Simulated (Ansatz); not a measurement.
Ge (diamond, Fd-3m) at seven volumes, r²SCAN+D4 in the plane-wave PAW code Ansatz, scaled uniformly. One row is withheld.

```
V (Å³/atom)  P (GPa)
-----------  -------
20.564          8.67
21.242             ?
21.920          2.40
22.598         -0.02
23.276         -2.04
23.954         -3.65
24.632         -5.07
```

**Question.** Fit the shown pressures and predict the withheld one.

**Answer.** P = (3/2)B₀(x^(7/2) − x^(5/2))[1 + (3/4)(B′ − 4)(x − 1)] with x = (V₀/V)^(2/3). Least squares on the six rows gives V₀ = 22.594 Å³/atom, B₀ = 72.8 GPa, B′ = 5.00. At V = 21.242, x = 1.0420 and P = 5.24 GPa. The run itself gave 5.26 GPa.

The cell was relaxed with r²SCAN+D4 under the symmetry of its start. The volume moved by -24 % from the start of the relaxation.

Potentials: the earlier of the program's two PAW sets.
